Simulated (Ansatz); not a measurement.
ZrO2 (fluorite, space group No. 225) under volume change, r²SCAN in the plane-wave PAW code Ansatz, scaled uniformly.

```
V (Å³/atom)  E − E(relaxed) (meV/atom)  P (GPa)
-----------  -------------------------  -------
9.997                             83.8    29.45
10.326                            35.2    18.07
10.656                             [?]      [?]
10.985                             0.0    -0.01
11.315                             [?]      [?]
11.645                            28.7   -13.27
11.974                            61.6   -18.51
```

Q: Fill in the missing entries.

A: 
- 10.656, E − E(relaxed) (meV/atom): 8.3
- 10.656, P (GPa): 8.33
- 11.315, E − E(relaxed) (meV/atom): 7.6
- 11.315, P (GPa): -7.15

Q: What does a third-order Birch–Murnaghan fit give for V₀, B₀ and B′?

A: V₀ = 10.99 Å³/atom, B₀ = 257 GPa, B′ = 4.2.

Space group Fm-3m (fluorite). This is a known high-temperature phase of the composition, computed here at zero pressure and temperature. The r²SCAN relaxation kept the symmetry of its start; whether a distortion lowers the energy is not shown. No spin polarisation was allowed.

Potentials: the later of the program's two PAW sets.
